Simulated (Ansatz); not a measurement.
# BiIr (zincblende structure)

Level of theory: DFT, r²SCAN, scalar-relativistic, no spin polarisation; plane waves to 500 eV with PAW datasets (Ansatz 0.2.0), Γ-centred 10×10×10 mesh, 0.05 eV Gaussian smearing. The datasets are Ansatz's generated set soft_2.

```
Ir Bi
1.0
     0.00000    3.03804    3.03804
     3.03804    0.00000    3.03804
     3.03804    3.03804    0.00000
Ir Bi
1 1
Cartesian
  0.0000 0.0000 0.0000
  1.5190 1.5190 1.5190
```

The cell came from substitution into a structure type; whether the compound takes it is for experiment to say.

The run above is the reference. The same cell was run again with other input settings; several of them aren't fit for production, so the rows show the settings' effect and aren't properties of the material.

| keys changed | outcome | ΔE (meV/atom) | P (GPa) | gap on the mesh (eV) | cell moment (μB) | largest force component (eV/Å) | SCF iterations | rough core-seconds | new warnings |
| --- | --- | --- | --- | --- | --- | --- | --- | --- | --- |
| none (reference) | converged | 0.0 | 0.0 | metal | – | 0.000 | – | – | – |
| kpoints.mp_grid.grid: [10, 10, 10] → [15, 15, 15] | converged | -0.8 | -0.1 | metal | – | 0.000 | 6 | 22 | – |
| hamiltonian.hubbard: {"sites": [{"species": "Ir", "l": "d", "u_eff": 4.0}], "double_counting": "amf"}; basis.xc_grid: 2 | converged | – | 0.6 | metal | – | 0.000 | 8 | 13 | filled band counts differ across k points |
| basis.ecutwfc: 500 → "40.4 Ry"; scf.lower_state_search: "standard"; scf.n_extra_bands: 2 | converged | -0.8 | 0.0 | metal | – | 0.000 | 7 | 17 | – |
| scf.lower_state_search: "light"; hamiltonian.xc: "r2scan" → "lda" | converged | – | -3.4 | metal | – | 0.000 | 6 | 8 | – |
| scf.mixing.preconditioner: "kerker" | converged | 0.0 | 0.0 | metal | – | 0.000 | 7 | 10 | – |
| scf.n_extra_bands: 16; scf.mixing.preconditioner: "kerker_dos"; basis.xc_grid: 2 | converged | 0.0 | 0.0 | metal | – | 0.000 | 7 | 19 | – |

These changes also left energy (to 0.1 meV/atom), pressure, gap, moment and forces as in the reference: scf.mixing.algorithm: "msr1"; scf.mixing.beta: 0.2.

ΔE is the energy with the smearing extrapolated to zero. It is left out where the change alters the Hamiltonian or the spin treatment. The varied runs start from atomic densities (corrected by the program's trained start where that serves), with the default search for lower states unless a row changes it.

Question: What happens with these changes: scf.algorithm: "density_mixing"; kpoints.mp_grid.grid: [10, 10, 10] → [3, 3, 3]; scf.lower_state_search: "full"?

Answer: outcome converged, ΔE (meV/atom) 124.3, P (GPa) 0.7, gap on the mesh (eV) metal, largest force component (eV/Å) 0.000, SCF iterations 11, rough core-seconds 28.

Changing scf.mixing.preconditioner only steers the path to self-consistency, so the energy stays within 0.5 meV/atom.

1 further run (cut off, refused for memory, with changed atoms or starts, or in doubt) is left out.

Of the reference: These numbers lack spin–orbit coupling.
